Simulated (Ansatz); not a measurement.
Input file for Ansatz (a program for electronic structure):

Ansatz 0.2 input:
```yaml
crystal:
  lattice:
    - [0.0, 3.9559094392, 3.9559094392]
    - [3.9559094392, 0.0, 3.9559094392]
    - [3.9559094392, 3.9559094392, 0.0]
  atoms:
    - { symbol: Cs, position: [0.0, 0.0, 0.0] }
kpoints:
  mp_grid: { grid: [9, 9, 9] }
hamiltonian:
  xc: r2scan
  pseudopotentials: { kind: paw }
scf:
  occupations: { method: gaussian, width: 0.1 }
checkpoint: { read: metal.run }
output: { bader: true, populations: true }
```

Output (shortened):

```
Pseudopotential: Cs, paw, valence charge 9
Functional definition: r2SCAN
Crystal: 1 atoms, lattice volume = 123.814 Å³
Basis set: ecut = 500 eV, 3143 PW (Γ), exchange–correlation on 180×180×180 points (64 copies of the dense FFT grid, shifted against one another)
Bands: 13, of which v1, the nominal top of the filled ones, is band 5 counted from 1 (4 counted from 0)
Symmetry: 48 space group operations
Space group: Fm-3m (ITA 225), of the structure as read, at distance tolerance 5.0e-5 Å
k-points: 35 of 729
Stability of the state it starts from, as read at its close in the unpolarized treatment …
iter 1 solved again at ethr=7.54e-8 eV; its pass at ethr=3.10e-3 eV (dr2=6.79e-6 eV) is discarded
SCF iter   1: F=—  HF=-5685.926507 eV  |F-HF|=—  |Δ(HF+E_count)|=         —  Δρ=1.48e-7  dr2=1.58e-11  dr2_τ=1.42e-12  ethr=7.54e-8  ⟨swp⟩=3.5  Hψ=4737  notcnv=0
preconditioner: auto → Kerker (q_TF=auto, 1.763 Å⁻¹)
SCF iter   2: F=-5685.926507 eV  HF=-5685.926507 eV  |F-HF|=9.09e-12  |Δ(HF+E_count)|=   5.17e-9  Δρ=6.07e-8  dr2=3.52e-12  dr2_τ=1.04e-12  ethr=1.00e-12  ⟨swp⟩=7.1  Hψ=2186  notcnv=0
SCF 1 converged in 2 iterations: F = -5685.926507 eV  dr2 = 3.52e-12
SCF converged after 2 iterations
Free energy (F): -5685.926507 eV
Harris-Foulkes:  -5685.926507 eV  (|F-HF|=9.09e-12)
Internal energy: -5685.921238 eV  (E = F + TS)
E sigma→0 (E₀):  -5685.923873 eV
Entropy (-TS):   -0.005270 eV (-5.270 meV/atom)
Fermi energy:    2.053147 eV
--- Per-component energies (eV) ---
  E_band       = -99.735907
  E_kinetic    = 140.734003
  E_local      = -406.570700  (includes V_loc(G=0)·N_el)
  E_nonlocal   = 29.264217
  E_hartree    = 142.686431
  E_xc         = -160.827654
  E_vxc        = -135.551541  (∫ρ·V_xc dr)
  E_paw        = -5093.304060  (= ΣΔE_a)
  E_vpaw       = -19.794163  (= ΣTr[D̂ρ^β])
  E_aug_tail   =  0.000000  (compensation charges beyond the density's cutoff)
  E_vtau       = 6.809435  (kinetic-family band-sum trace: ∫τ·v_τ [+ j·A + Jᵃ·Aᵃ] dr)
  E_ewald      = -337.953355
  E_core_change = 0.049879  (= ΣΔE_core)
  E_smearing   = -0.005270  (= −TS)
  E_closure    = 0.000000  (closes the sum)
  Σ components = -5685.926507   (vs F -5685.926507, Δ=0.00e0)
  [band-id]    e_kinetic+e_local+e_nonlocal+2·e_hartree+e_vxc+e_vpaw+e_augmentation_tail+e_vtau = -99.735886   (vs E_band -99.735907, Δ=2.05e-5)
--- Band table (eV; the first three rows and the last of 35) ---
  k-point 0: bands = ["-22.8171", "-9.2071", "-9.2071", "-9.2071", "0.2995", "4.7193", "4.7193", "4.7193", "5.8214", "5.8214", "6.8394", "8.2217", "8.2217"]
  k-point 1: bands = ["-22.8165", "-9.2201", "-9.2088", "-9.2088", "0.4262", "4.4353", "4.7730", "4.7730", "5.7027", "5.7027", "7.1998", "7.7353", "8.5524"]
  k-point 2: bands = ["-22.8151", "-9.2526", "-9.2131", "-9.2131", "0.7879", "3.8957", "4.8087", "4.8087", "5.6516", "5.6516", "6.9303", "8.2078", "9.3250"]
  k-point 34: bands = ["-22.8109", "-9.2842", "-9.2705", "-9.2441", "2.6829", "3.2365", "3.2421", "4.4932", "6.3198", "6.3613", "7.0060", "7.0629", "8.2864"]
--- Löwdin populations: 1 site ---
  site symbol       q [e]
     0     Cs      8.9531
  spilling = 0.005213 (of n_electrons = 9.000000)
--- Bader charges: 1 site ---
  site symbol  charge [e]  shift [e] shared [e]
     0     Cs      0.0124     0.0000     0.0000
  maxima off the nuclei: 2, with 0.0124 electrons
  on the straight line to a nucleus their density falls by 9.4e-4 of itself; PAW files or a low cutoff
  can make one that falls by little (a run on other files and one at a higher cutoff tell): if they did, read the shared
  charge, to which what the maxima have on the atom's side is counted
  shift: an alarm, by how much a part of what the PAW files miss would move the charge. Where it is large, compare
  with a run on PAW files of another source; a small one proves nothing
  estimated error of the sums over rays = 2.4e-5 e
```

Cost: around 16 core-seconds (rough) on shared cores.

The workflow started from a Materials Project entry (that database holds measured and hypothetical structures alike); the Crystallography Open Database files this formula in space group No. 225, but the cells were not matched. It is not the phase usual at ambient conditions (space group No. 229). Symmetry was held in the r²SCAN relaxation; its stability against distortions is not shown here. Scalar-relativistic: spin–orbit coupling is off unless named, which matters more the heavier the elements.

Potentials: the later of the program's two PAW sets.

Ansatz is a plane-wave DFT program.
